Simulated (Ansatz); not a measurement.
ZnCdSeS:
Space group P3m1 (No. 156); a = b = 4.011 Å, c = 6.722 Å, α = β = 90.00°, γ = 120.00°

```json
[
 {"atom": "Zn", "site": "1b", "symmetry": "3m.", "x": "0.3333", "y": "0.6667", "z": "0.9894"},
 {"atom": "Cd", "site": "1a", "symmetry": "3m.", "x": "0.0000", "y": "0.0000", "z": "0.5190"},
 {"atom": "Se", "site": "1b", "symmetry": "3m.", "x": "0.3333", "y": "0.6667", "z": "0.3517"},
 {"atom": "S", "site": "1a", "symmetry": "3m.", "x": "0.0000", "y": "0.0000", "z": "0.8919"}
]
```

Relaxed with PBEsol. Plane-wave PAW PBEsol (Ansatz code) gives a gap of 0.59 eV.

### Question
What gap does HSE06 give on the same cell (Ansatz, PAW)?

### Answer
1.71 eV, 1.12 eV more. The hybrid was solved on a coarser mesh and at special points; its gap is the smallest among all of these.

```json
[
 {"k": "Γ", "v1 PBEsol": "0.00", "c1 PBEsol": "0.59", "v1 HSE06": "0.00", "c1 HSE06": "1.71"},
 {"k": "A", "v1 PBEsol": "-0.16", "c1 PBEsol": "1.88", "v1 HSE06": "-0.16", "c1 HSE06": "3.06"},
 {"k": "K", "v1 PBEsol": "-2.12", "c1 PBEsol": "3.51", "v1 HSE06": "(withheld)", "c1 HSE06": "(withheld)"},
 {"k": "H", "v1 PBEsol": "-1.61", "c1 PBEsol": "3.46", "v1 HSE06": "(withheld)", "c1 HSE06": "(withheld)"},
 {"k": "M", "v1 PBEsol": "-0.88", "c1 PBEsol": "2.70", "v1 HSE06": "(withheld)", "c1 HSE06": "(withheld)"},
 {"k": "L", "v1 PBEsol": "-1.21", "c1 PBEsol": "2.40", "v1 HSE06": "(withheld)", "c1 HSE06": "(withheld)"}
]
```

### Question
Top valence (v1) and lowest conduction level (c1) in eV from each method's valence maximum (which need not be a listed point): supply the withheld HSE06 values.

### Answer

- M, v1 HSE06: -0.95
- M, c1 HSE06: 3.81
- K, v1 HSE06: -2.28
- K, c1 HSE06: 4.47
- L, v1 HSE06: -1.29
- L, c1 HSE06: 3.47
- H, v1 HSE06: -1.71
- H, c1 HSE06: 4.61

Cost on shared cores: the PBEsol run (SCF on a 8×8×4 mesh, then bands and DOS) around 40 core-seconds (rough), the HSE06 run (SCF on 6×6×3, then a few points) roughly 6 core-minutes; the tasks are unlike.

The workflow started from a Materials Project entry (that database holds measured and hypothetical structures alike); the Crystallography Open Database copy checked does not list it. Whether it is the stable phase at ambient conditions was not checked. Symmetry was held in the PBEsol relaxation; of distortions, only those at the zone centre were tested. Spin–orbit coupling is left out wherever it is not named.

Potentials: the later of the program's two PAW sets.
